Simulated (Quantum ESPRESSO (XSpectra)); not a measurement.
Quantum ESPRESSO (XSpectra) run for X-ray absorption at the Si K edge of SiC (P6₃mc). Geometry: Materials Project entry mp-7140 (a computed structure). The cell is the entry's, not relaxed again. The ground-state test found a gap, so occupations are fixed and the excited electron is left out (charged cell on a uniform background); energies count from the highest occupied level. pw.x input:

```
&CONTROL
  calculation = 'scf'
  prefix = 'x'
  pseudo_dir = './pseudo'
  outdir = './out'
/
&SYSTEM
  ibrav = 0
  nat = 32
  ntyp = 3
  ecutwfc = 60
  tot_charge = 1
  occupations = 'fixed'
/
&ELECTRONS
  conv_thr = 3.2e-07
  mixing_beta = 0.4
/
ATOMIC_SPECIES
Sih 28.085 Si.lda-tm-gipaw-star1s.UPF
Si 28.085 Si.lda-tm-gipaw.UPF
C 12.011 C.lda-tm-gipaw.UPF
CELL_PARAMETERS angstrom
   4.610265170    2.661737837    5.045250000
   4.610265170    2.661737837   -5.045250000
  -3.073510113    5.323475673    5.045250000
ATOMIC_POSITIONS crystal
Sih    0.208133331    0.958533334    0.250000002
Si     0.333133331    0.333533334    0.500000002
Si     0.583133331    0.083533334    0.000000003
Si     0.708133331    0.458533334    0.250000003
Si     0.458133331    0.708533334    0.750000002
Si     0.958133331    0.208533334    0.750000002
Si     0.833133331    0.833533334    0.500000002
Si     0.083133331    0.583533334    0.000000003
Si     0.666466669    0.666866666    0.999999998
Si     0.791466669    0.041866666    0.249999997
Si     0.041466669    0.791866666    0.749999997
Si     0.166466669    0.166866666    0.999999997
Si     0.916466669    0.416866666    0.499999997
Si     0.416466669    0.916866666    0.499999997
Si     0.291466669    0.541866666    0.249999997
Si     0.541466669    0.291866666    0.749999997
C      0.396033331    0.770633334    0.250000003
C      0.521033331    0.145633334    0.500000002
C      0.771033331    0.895633334    0.000000002
C      0.896033331    0.270633334    0.250000003
C      0.646033331    0.520633334    0.750000002
C      0.146033331    0.020633334    0.750000002
C      0.021033331    0.645633334    0.500000002
C      0.271033331    0.395633334    0.000000002
C      0.354366669    0.978966666    0.999999998
C      0.479366669    0.353966666    0.249999997
C      0.729366669    0.103966666    0.749999997
C      0.854366669    0.478966666    0.999999997
C      0.604366669    0.728966666    0.499999997
C      0.104366669    0.228966666    0.499999997
C      0.979366669    0.853966666    0.249999997
C      0.229366669    0.603966666    0.749999997
K_POINTS automatic
2 2 2 0 0 0
```

xspectra.x input:

```
&input_xspectra
  calculation = 'xanes_dipole'
  edge = 'K'
  prefix = 'x'
  outdir = './out'
  xonly_plot = .false.
  xiabs = 1
  xcoordcrys = .false.
  xepsilon(1) = 1.0
  xepsilon(2) = 0.0
  xepsilon(3) = 0.0
  xniter = 1500
  xcheck_conv = 50
  xerror = 0.002
  x_save_file = 'x0.sav'
/
&plot
  xnepoint = 451
  xemin = -5.0
  xemax = 40.0
  xgamma = 0.7
  terminator = .true.
  cut_occ_states = .true.
/
&pseudos
  filecore = 'core.wfc'
/
&cut_occ
  cut_desmooth = 0.1
  cut_stepl = 0.01
  cut_ierror = 1e-6
/
4 4 4 1 1 1
```

End of the pw.x output:

```
     5.7442   5.9115   5.9922   6.0046   6.6550   6.7436   6.9899   7.0730
     7.2200   7.2822   7.3842   7.4428   7.6164   7.6918   7.7373   7.7762
     7.7985   7.8771   7.8777   7.9511   8.5693   8.5722   8.8107   8.8128

          k =-0.4474 0.0861-0.3634 ( 17464 PWs)   bands (ev):

    -5.8268  -5.2411  -4.1009  -3.8349  -3.4477  -3.3363  -3.1224  -3.0270
    -2.3258  -2.1143  -1.8564  -1.7947  -1.5549  -1.3615  -1.1635  -0.9885
     0.8070   1.4544   1.6667   1.9011   1.9229   2.1929   2.3297   2.4281
     2.5844   2.6589   3.4313   3.4897   3.8557   3.9702   3.9853   4.1827
     4.3870   4.4610   4.6595   4.7387   5.2954   5.4782   5.6985   5.8599
     5.8876   5.9899   6.0368   6.2699   6.3900   6.4366   6.7560   6.9084
     6.9940   7.0808   7.0982   7.2515   7.4239   7.5840   7.6271   7.6852
     7.7467   7.7746   7.9647   8.0085   8.3927   8.4256   8.6342   8.7743

     highest occupied level (ev):     9.4116

!    total energy              =    -398.55853953 Ry
     estimated scf accuracy    <       0.00000018 Ry

     The total energy is the sum of the following terms:
     one-electron contribution =      85.86745331 Ry
     hartree contribution      =      37.93748869 Ry
     xc contribution           =    -182.20226434 Ry
     ewald contribution        =    -340.16121719 Ry

     convergence has been achieved in   9 iterations

     XML data file, charge density, pseudopotentials, collected wavefunctions
```

xspectra.x output, shortened:

```
... Begin STEP 1 ...

        Radial transition matrix element(s) used in the calculation of the
        initial vector of the Lanczos basis (|tilde{phi}_abs> normalized)
        | For PAW proj. (l=1) #1: radial matrix element =   0.024474362
        | For PAW proj. (l=1) #2: radial matrix element =   0.030304530

NB: the    16 k-point are not all listed below because npool=  4
        |-------------------------------------------------------------
        ! k-point #     1:  ( 0.0746,  0.2153,  0.0000),  0.0312,   1
        |-------------------------------------------------------------
 okvan= F
        |   Norm of the initial Lanczos vector: 0.19162192E-01
        !   => CONVERGED at iter    400 with error=  0.00188463
        |-------------------------------------------------------------
        ! k-point #     2:  (-0.0746,  0.4736,  0.0000),  0.0312,   1
        |-------------------------------------------------------------
 okvan= F
        |   Norm of the initial Lanczos vector: 0.19162193E-01
        !   => CONVERGED at iter    500 with error=  0.00117635
        |-------------------------------------------------------------
        ! k-point #     3:  (-0.2237,  0.7319,  0.0000),  0.0312,   1
        |-------------------------------------------------------------
 okvan= F
        |   Norm of the initial Lanczos vector: 0.19162234E-01
        !   => CONVERGED at iter    450 with error=  0.00170454
        |-------------------------------------------------------------

        ...
... Begin STEP 2 ...

     The spectrum is calculated using the following parameters:
        energy-zero of the spectrum [eV]:    9.4116
        the occupied states are elimintate from the spectrum
        xemin [eV]:  -5.00
        xemax [eV]:  40.00
        xnepoint:  451
        constant broadening parameter [eV]:    0.700
        Core level energy [eV]:  -1839.
         (from electron binding energy of neutral atoms in X-ray data booklet)

     Cross-section successfully written in xanes.dat

     ... End STEP 2 ...

     xanes        :     52.41s CPU     52.84s WALL (       1 calls)

     -------------------------------------------------------------------------
                                END JOB XSpectra
     -------------------------------------------------------------------------
```

xanes.dat for the field along x, every fifth line (energy in eV, cross section):

```
   -5.000   2.0970e-04
   -4.500   2.2860e-04
   -4.000   2.5040e-04
   -3.500   2.7610e-04
   -3.000   3.0660e-04
   -2.500   3.4320e-04
   -2.000   3.8810e-04
   -1.500   4.4390e-04
   -1.000   5.1520e-04
   -0.500   6.0890e-04
    0.000   7.3610e-04
    0.500   9.1970e-04
    1.000   1.2000e-03
    1.500   1.6720e-03
    2.000   2.5520e-03
    2.500   4.1880e-03
    3.000   6.5880e-03
    3.500   8.4870e-03
    4.000   8.8800e-03
    4.500   8.9220e-03
    5.000   9.2100e-03
    5.500   1.0300e-02
    6.000   1.2120e-02
    6.500   1.3330e-02
    7.000   1.2330e-02
    7.500   1.0460e-02
    8.000   9.1580e-03
    8.500   8.1950e-03
    9.000   7.2690e-03
    9.500   6.9300e-03
   10.000   6.6980e-03
   10.500   6.4570e-03
   11.000   6.3020e-03
   11.500   6.0240e-03
   12.000   5.6900e-03
   12.500   5.4390e-03
   13.000   4.9900e-03
   13.500   4.2920e-03
   14.000   3.8490e-03
   14.500   3.8300e-03
   15.000   3.9940e-03
   15.500   4.2660e-03
   16.000   4.6740e-03
   16.500   4.8840e-03
   17.000   5.1350e-03
   17.500   5.7610e-03
   18.000   6.9100e-03
   18.500   8.0880e-03
   19.000   8.9240e-03
   19.500   9.5220e-03
   20.000   9.1580e-03
   20.500   8.3570e-03
   21.000   7.6000e-03
   21.500   6.4520e-03
   22.000   5.3540e-03
   22.500   4.7700e-03
   23.000   4.3900e-03
   23.500   4.1150e-03
   24.000   3.9410e-03
   24.500   3.8060e-03
   25.000   3.6550e-03
   25.500   3.5910e-03
   26.000   3.6090e-03
   26.500   3.5930e-03
   27.000   3.4550e-03
   27.500   3.4420e-03
   28.000   3.5970e-03
   28.500   3.6930e-03
   29.000   3.6230e-03
   29.500   3.5520e-03
   30.000   3.7890e-03
   30.500   4.0930e-03
   31.000   4.0770e-03
   31.500   4.0830e-03
   32.000   4.2550e-03
   32.500   4.3430e-03
   33.000   3.9520e-03
   33.500   3.4560e-03
   34.000   3.1820e-03
   34.500   3.1010e-03
   35.000   2.9790e-03
   35.500   2.8220e-03
   36.000   2.7900e-03
   36.500   2.8110e-03
   37.000   2.8290e-03
   37.500   2.8190e-03
   38.000   2.8590e-03
   38.500   2.9520e-03
   39.000   2.8980e-03
   39.500   2.8150e-03
   40.000   2.7730e-03
```
